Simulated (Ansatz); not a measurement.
Here is the system:

As:
```cif
data_As8
_chemical_formula_sum 'As8'
_space_group_name_H-M_alt 'Fd-3m :1'
_space_group_IT_number 227
_space_group_name_Hall 'F 4d 2 3 -1d'
_cell_length_a 6.10793
_cell_length_b 6.10793
_cell_length_c 6.10793
_cell_angle_alpha 90.000
_cell_angle_beta 90.000
_cell_angle_gamma 90.000
loop_
_atom_site_label
_atom_site_type_symbol
_atom_site_symmetry_multiplicity
_atom_site_Wyckoff_symbol
_atom_site_fract_x
_atom_site_fract_y
_atom_site_fract_z
_atom_site_occupancy
As1 As 8 b 0.50000 0.50000 0.50000 1
```
(The calculation used a cell of 2 atoms; values per cell refer to that cell.)

This is the PBE-relaxed structure.

All from DFT-PBE in the program Ansatz with PAW potentials, unless another level is named. Predict the electronic character.

metallic (no gap).

What about the density of states at the Fermi level?

0.51 states/eV per atom (mean over ±0.08 eV).

Predict the gap with spin–orbit coupling.

none (metallic).

The start of the workflow was typed in or built on a structure type; neither database checked (COD, Materials Project) lists it. It is not the phase usual at ambient conditions (space group No. 166). Symmetry was held in the PBE relaxation; whether a distortion lowers the energy is not shown. Spin–orbit coupling is left out wherever it is not named.

Potentials: the later of the program's two PAW sets.
